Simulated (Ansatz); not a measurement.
## Phonons of LuHg in the CsCl-type structure

Computed with Ansatz (plane waves, PAW, 420 eV cutoff): PBEsol, scalar-relativistic, no spin polarisation, Gaussian smearing of 0.15 eV. The datasets are Ansatz's generated set soft_2.

```
Lu Hg
1.0
     3.59071    0.00000    0.00000
     0.00000    3.59071    0.00000
     0.00000    0.00000    3.59071
Lu Hg
1 1
Direct
  0.00000 0.00000 0.00000
  0.50000 0.50000 0.50000
```

The start was a prototype's sites filled with these elements; the Crystallography Open Database holds the compound in this structure.

Force constants come from finite displacements in a 2×2×2 supercell (the unit cell's 10×10×10 k-mesh, folded to it); the long-range dipole term is not included. Points in reciprocal vectors of this cell: Γ = (0.000, 0.000, 0.000), X = (0.000, 0.500, 0.000), M = (0.500, 0.500, 0.000), R = (0.500, 0.500, 0.500).

Frequencies at the named points (cm⁻¹, imaginary ones negative):
```
point             ω (cm⁻¹)
    Γ       0 0 0 85 85 85
    X   58 58 70 73 73 108
    M  35 35 54 57 121 121
    R    61 61 61 95 95 95
```

Q: Is the structure dynamically stable along this path, and where does the spectrum end?

A: Yes: no branch is imaginary beyond numerical noise. The highest frequency is 121 cm⁻¹, at M. Points that don't fit the supercell are interpolated.

Q: What does the harmonic approximation give for the vibrational free energy, entropy and heat capacity?

A: Zero-point energy 13.2 meV/atom.
```
T (K)  F_vib (meV/atom)  S (J/K per mole of atoms)  C_V (J/K per mole of atoms)
  100              -0.4                       27.7                         22.7
  200             -38.4                       44.1                         24.3
  300             -89.6                       54.0                         24.7
  400            -149.5                       61.2                         24.8
  500            -215.9                       66.7                         24.8
  600            -287.4                       71.2                         24.9
  700            -363.3                       75.1                         24.9
  800            -442.9                       78.4                         24.9
  900            -525.7                       81.3                         24.9
 1000            -611.3                       84.0                         24.9
```

The highest mode, 121 cm⁻¹, is worth 170 K. At 300 K the heat capacity has reached 99 % of the classical limit 3R = 24.9 J/K per mole of atoms, since all modes lie under k_BT.

The crystal is a metal or nearly so; low and unstable modes depend on mesh and smearing.

Cost: 2.7 min on 4 threads of Arm Neoverse V2, on a shared host, peak memory 2.2 GiB.

Scalar-relativistic only: spin–orbit splittings of the heavy atoms' levels are missing.
